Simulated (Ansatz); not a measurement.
YN (CsCl type, Pm-3m), plane-wave PAW r²SCAN (Ansatz code), all energies at zero smearing, with the estimated change up to a 700 eV cutoff added, with one set of potentials and settings (totals compare only within such a set). Cell of 2 atoms (1 Y, 1 N): -4246.586 eV.

```json
[
 {"element": "Y", "reference phase": "P6_3/mmc, 2 atoms in the cell", "E (eV/atom)": "-3859.7274"},
 {"element": "N", "reference phase": "Pa-3, 8 atoms in the cell", "E (eV/atom)": "-384.8341"}
]
```

Formation energy per atom, worked out: (-4246.586 − 1×(-3859.7274) − 1×(-384.8341))/2 = -1.012 eV/atom (-98 kJ per mol of atoms), at 0 K, without zero-point energy or fitted corrections.

The start of the workflow was typed in or built on a structure type; neither database checked (COD, Materials Project) lists it. COD files the formula under space group No. 225, so this cell is another polymorph or a model. Its standing as an ambient phase is unchecked. The cell was relaxed with r²SCAN under the symmetry of its start; whether a distortion lowers the energy is not shown. No spin polarisation was allowed. The references are the lowest solids computed at this level, not always the standard phases (solids in place of the gases).

Potentials: the earlier of the program's two PAW sets.
